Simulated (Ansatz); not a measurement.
TiC: levels along high-symmetry lines

```yaml
crystal:
  lattice:
    - [0.00000, 2.16645, 2.16645]
    - [2.16645, 0.00000, 2.16645]
    - [2.16645, 2.16645, 0.00000]
  atoms:
    - { symbol: Ti, position: [0.00000, 0.00000, 0.00000] }
    - { symbol: C, position: [0.50000, 0.50000, 0.50000] }
```

Atoms are numbered in the order listed.

The structure comes from a relaxation in the same program, started in the rocksalt type, and has space group Fm-3m. Whether it is a known phase or the ground state wasn't checked.

These are results of DFT, PBE, all-electron LAPW, scalar-relativistic in Ansatz 0.2.0, not measurements.

Numerical set-up: a Γ-centred 14×14×14 k mesh, Fermi–Dirac smearing of 0.03 eV, basis error target 0.25 meV/atom, no spin polarisation.

Points in fractions of the reciprocal vectors of this cell: Γ (0, 0, 0), X (0.5, 0, 0.5), U (0.625, 0.25, 0.625), K (0.375, 0.375, 0.75), L (0.5, 0.5, 0.5), W (0.5, 0.25, 0.75). The path joins them by straight lines in the order Γ–X–U–K–Γ–L–W–X; legs that retrace an earlier one aren't tabulated. Energies are in eV from the Fermi level.

Question: List the levels at K between -8 and 1.5 eV.

Answer: -3.47, -3.35, -1.72, 1.47.

Question: List the levels at X between -8 and 1.5 eV.

Answer: -3.43, -1.61, -0.04 (×2).

Question: List the levels at Γ between -8 and 1.5 eV.

Answer: 0.70 (×3).

Question: What is the band gap?

Answer: none: bands cross the Fermi level, a metal.
